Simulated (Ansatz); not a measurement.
Data:

RbCaH3 (cubic perovskite)

```xyz
10
Lattice="8.7967 0.0000 0.0000 0.0000 4.3983 0.0000 0.0000 0.0000 4.3983" Properties=species:S:1:pos:R:3 pbc="T T T"
Rb     0.0000     0.0000     0.0000
Rb     4.3983     0.0000     0.0000
Ca     2.1992     2.1992     2.1992
Ca     6.5975     2.1992     2.1992
H      2.1992     0.0000     2.1992
H      6.5975     0.0000     2.1992
H      0.0000     2.1992     2.1992
H      4.3983     2.1992     2.1992
H      2.1992     2.1992     0.0000
H      6.5975     2.1992     0.0000
```

The atoms are displaced by Q × the pattern below (from a DFPT mode at X = (0.5, 0.0, 0.0), largest move 1; Q in Å), at fixed cell. (q is in reciprocal vectors of the primitive cell; the cell shown is doubled to hold the pattern.)

| atom | x | y | z |
|---|---|---|---|
| H5 | -1.000 | 0.000 | 0.000 |
| H6 | 1.000 | 0.000 | 0.000 |
| H9 | 1.000 | 0.000 | 0.000 |
| H10 | -1.000 | 0.000 | 0.000 |

Atoms not listed stay in place.

All values below come from LDA (plane waves to 420 eV, PAW, scalar-relativistic; Ansatz, a quantum-chemistry and plane-wave program). k mesh 4×8×8 (Γ-centred), Fermi-Dirac smearing 0.05 eV. The energy includes the smearing's −TS. RbCaH3 was relaxed with its symmetry unable to fall. ΔE is measured from the undisplaced structure.

The scan covers Q from -0.180 to 0.180 Å in 13 points.

Problem. Which space group does the distorted structure have?

Solution. P4_2/mmc (No. 131), lowered from Pm-3m.

Problem. Is this a single well or a double well?

Solution. A single well with its minimum at or next to zero displacement.

Problem. What is the energy change at Q = 0.180 Å?

Solution. 43.9 meV/cell.

Problem. What harmonic wavenumber does the curvature at Q = 0 give?

Solution. 421 cm⁻¹.

(A displaced cell: forces are minus the slopes of the energy, force constants its curvatures, and phonons follow from these.)
